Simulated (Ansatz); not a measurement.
HfO2:
Space group P4₂/nmc, origin choice 1 (No. 137); a = 3.5768 Å, b = 3.5768 Å, c = 5.2027 Å, α = 90.00°, β = 90.00°, γ = 90.00°

```tsv
atom	site	symmetry	x	y	z
Hf	2a	-4m2	0.0000	0.0000	0.0000
O	4d	2mm.	0.0000	0.5000	0.1962
```

Relaxed with r²SCAN.

**Question.** Which orbitals make up the states near the band edges in DFT-r²SCAN in the program Ansatz with PAW potentials?

**Answer.** Top 1 eV of the valence band: O 2p 91 %, Hf 5d 6 %. Bottom 1 eV of the conduction band: Hf 5d 86 %, O 2p 9 %. Projections are on Löwdin-orthogonalised atomic valence shells; empty p or d shells of many metals are not among them.

**Question.** Tabulate the density of states.

**Answer.** States/eV per cell of 6 atoms, in 0.25 eV bins, energy from the valence-band maximum.

```
E (eV)  total  O 2p  Hf 5d  O 2s
------  -----  ----  -----  ----
-7.85    0.00  0.00   0.00  0.00
-7.60    0.00  0.00   0.00  0.00
-7.35    0.00  0.00   0.00  0.00
-7.10    0.00  0.00   0.00  0.00
-6.85    0.00  0.00   0.00  0.00
-6.60    0.00  0.00   0.00  0.00
-6.35    0.00  0.00   0.00  0.00
-6.10    0.00  0.00   0.00  0.00
-5.85    0.00  0.00   0.00  0.00
-5.60    0.10  0.07   0.03  0.00
-5.35    0.58  0.38   0.14  0.00
-5.10    1.14  0.77   0.27  0.01
-4.85    1.62  1.12   0.36  0.01
-4.60    2.89  2.03   0.69  0.02
-4.35    6.28  4.42   1.63  0.02
-4.10    6.56  4.67   1.66  0.02
-3.85    4.57  3.40   0.90  0.03
-3.60    7.00  5.32   1.31  0.06
-3.35    3.39  2.68   0.52  0.04
-3.10    5.56  4.44   0.77  0.07
-2.85    3.64  2.99   0.43  0.04
-2.60    3.21  2.66   0.36  0.05
-2.35    1.93  1.59   0.21  0.04
-2.10    3.36  2.80   0.36  0.06
-1.85    4.81  4.09   0.47  0.07
-1.60    5.12  4.41   0.49  0.05
-1.35    5.49  4.76   0.52  0.05
-1.10    6.65  5.80   0.62  0.05
-0.85    5.90  5.21   0.51  0.04
-0.60    5.45  4.94   0.34  0.04
-0.35    7.09  6.58   0.31  0.04
-0.10    3.67  3.50   0.08  0.02
0.15     0.00  0.00   0.00  0.00
0.40     0.00  0.00   0.00  0.00
0.65     0.00  0.00   0.00  0.00
0.90     0.00  0.00   0.00  0.00
1.15     0.00  0.00   0.00  0.00
1.40     0.00  0.00   0.00  0.00
1.65     0.00  0.00   0.00  0.00
1.90     0.00  0.00   0.00  0.00
2.15     0.00  0.00   0.00  0.00
2.40     0.00  0.00   0.00  0.00
2.65     0.00  0.00   0.00  0.00
2.90     0.00  0.00   0.00  0.00
3.15     0.00  0.00   0.00  0.00
3.40     0.00  0.00   0.00  0.00
3.65     0.00  0.00   0.00  0.00
3.90     0.00  0.00   0.00  0.00
4.15     0.00  0.00   0.00  0.00
4.40     0.00  0.00   0.00  0.00
4.65     0.00  0.00   0.00  0.00
4.90     0.00  0.00   0.00  0.00
5.15     0.00  0.00   0.00  0.00
5.40     0.27  0.03   0.22  0.00
5.65     2.33  0.22   1.98  0.04
5.90     6.02  0.52   5.24  0.07
6.15     7.85  0.79   6.72  0.10
6.40    11.20  1.36   9.42  0.07
6.65     4.33  0.55   3.66  0.02
6.90     0.01  0.00   0.01  0.00
7.15     0.01  0.00   0.00  0.00
7.40     0.08  0.00   0.01  0.02
7.65     0.13  0.01   0.01  0.04
7.90     5.04  0.27   3.39  0.74
8.15     4.95  0.38   3.15  0.65
8.40     4.30  0.44   2.68  0.50
8.65     3.66  0.43   2.34  0.40
8.90     2.30  0.32   1.47  0.22
9.15     2.23  0.35   1.48  0.18
9.40     2.97  0.53   2.00  0.18
9.65     5.10  1.01   3.49  0.18
9.90     5.10  1.10   3.33  0.15
10.15    4.32  0.99   2.66  0.12
```

Space group P4_2/nmc. This is a known high-temperature phase of the composition, computed here at zero pressure and temperature. Symmetry was held in the r²SCAN relaxation; of distortions, only those at the zone centre were tested. No spin polarisation was allowed. Scalar-relativistic: spin–orbit coupling is off unless named, which matters more the heavier the elements.

Potentials: the later of the program's two PAW sets.
